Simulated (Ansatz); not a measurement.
Consider the following.

Al$_{2}$O$_{3}$ (corundum)

```
Al2O3
1.0
    2.40441     1.38819     4.37463
   -2.40441     1.38819     4.37463
    0.00000    -2.77638     4.37463
Al O
4 6
Direct
  0.35215   0.35215   0.35215
  0.14785   0.14785   0.14785
  0.64785   0.64785   0.64785
  0.85215   0.85215   0.85215
  0.55618   0.94382   0.25000
  0.25000   0.55618   0.94382
  0.94382   0.25000   0.55618
  0.44382   0.05618   0.75000
  0.75000   0.44382   0.05618
  0.05618   0.75000   0.44382
```

The atoms are displaced by Q × the pattern below (from a DFPT mode at Γ, largest move 1; Q in Å), at fixed cell. It is one choice among 2 degenerate patterns.

```
atom       x       y       z
----  ------  ------  ------
Al1    0.470   0.417   0.000
Al2   -0.470   0.417   0.000
Al3    0.470   0.417   0.000
Al4   -0.470   0.417   0.000
O5     0.000  -0.399  -0.917
O6     0.061  -0.505   0.459
O7    -0.061  -0.505   0.459
O8     0.000  -0.399  -0.917
O9     0.061  -0.505   0.459
O10   -0.061  -0.505   0.459
```

Calculation: PBE (plane waves to 420 eV, PAW, scalar-relativistic; Ansatz, a program for electronic structure). k mesh 8×8×8 (Γ-centred), Fermi-Dirac smearing 0.05 eV. The energy includes the smearing's −TS. Al2O3 was relaxed with its symmetry unable to fall. The zero of ΔE is the undisplaced structure.

The scan covers Q from -0.280 to 0.280 Å in 13 points.

Task: Which space group does the distorted structure have?

Result: Cc (No. 9), lowered from R-3c.

Task: Is this a single well or a double well?

Result: A single well with its minimum at or next to zero displacement.

Task: Is the energy the same for equal positive and negative displacements?

Result: Even: the same for both signs.

Task: What is the energy change at Q = 0.280 Å?

Result: 2580 meV/cell.

Task: What harmonic wavenumber does the curvature at Q = 0 give?

Result: 414 cm⁻¹.

(A displaced cell: forces are minus the slopes of the energy, force constants its curvatures, and phonons follow from these.)
